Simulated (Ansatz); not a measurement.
# Cold compression of Pt (fcc type)

```yaml
crystal:
  lattice:
    - [0.00000, 1.98498, 1.98498]
    - [1.98498, 0.00000, 1.98498]
    - [1.98498, 1.98498, 0.00000]
  atoms:
    - { symbol: Pt, position: [0.00000, 0.00000, 0.00000] }
```

The cell comes from a relaxation on PAW files under the same functional.

Its volume is scaled at fixed shape and fractional positions.

Level of theory: DFT with PBE, scalar-relativistic, in Ansatz 0.2.0; a Γ-centred 16×16×16 k mesh, Fermi–Dirac smearing of 0.05 eV, no spin polarisation. LAPW: all electrons, basis error target 1 meV/atom; PAW: frozen-core files, cutoff 420 eV; crystal datasets: all electrons, by PAW datasets that the program makes for each cell; norm-conserving: pseudopotentials, cutoff 1143 eV; PAW (partial waves polarizable): frozen-core files, cutoff 420 eV.

Energies are extrapolated to zero smearing and count from the unscaled cell; pressure is positive in compression; gaps take the mesh and a band path. No temperature or zero-point motion is included.

Spin–orbit coupling is left out, which matters for the heavy atoms.

```
V/V0  V (Å³/atom)  P LAPW (GPa)  ΔE LAPW (eV/atom)  P PAW − LAPW (GPa)  ΔE PAW − LAPW (meV/atom)
1.00        15.64         -0.04              0.000                0.04                       0.0
0.90        14.08          34.7              0.150                0.07                       0.5
0.80        12.51         100.5              0.775                0.17                       1.7
0.70        10.95             ?                  ?                   ?                         ?
0.60         9.39         476.9              5.592                0.89                      10.0
0.50         7.82          1006             12.494                2.43                      24.9
0.40         6.26          2235             27.424                7.17                      67.2
```

Question: Fit the Vinet equation to the LAPW pressures shown (residuals weighted by 1/(|P| + 0.03·Pmax)), and predict the pressure of the withheld row.

Answer: The fit gives V0 = 15.65 Å³/atom, B0 = 242 GPa and B0′ = 5.67. At 10.95 Å³/atom, x = (V/V0)^(1/3) = 0.8877, and P = 3·B0·(1 − x)/x²·exp[1.5·(B0′ − 1)·(1 − x)] = 226.7 GPa. The run itself gave 226.5 GPa (+0.1 % off) and ΔE = 2.303 eV/atom.

Question: From the table, what is the rise of the enthalpy H = E + pV up to the last row, and how stiff is the crystal between the last two rows?

Answer: ΔH = 27.424 eV + (2235 GPa × 6.26 Å³ + 0.04 GPa × 15.64 Å³) × 0.006242 eV/(GPa·Å³) = 114.72 eV/atom, of which pV makes 76 %. The mean bulk modulus there is −ΔP/Δln V = 5510 GPa.

Question: At the smallest volume, how far do crystal datasets and norm-conserving and PAW (partial waves polarizable) lie from LAPW in pressure?

Answer: crystal datasets: 0.00 GPa; norm-conserving: +8.71 GPa; PAW (partial waves polarizable): +7.16 GPa, on a LAPW pressure of 2235 GPa.

Question: How do the Löwdin populations by LAPW change from the unscaled cell to the last row?

Answer: Pt 5s 1.99 → 1.91, Pt 6s 0.97 → 0.83, Pt 5d 8.91 → 9.12 electrons an atom. These are projections on the shells that the free atoms fill; 0.14 e a cell lies outside them at the start and 0.16 e at the end.
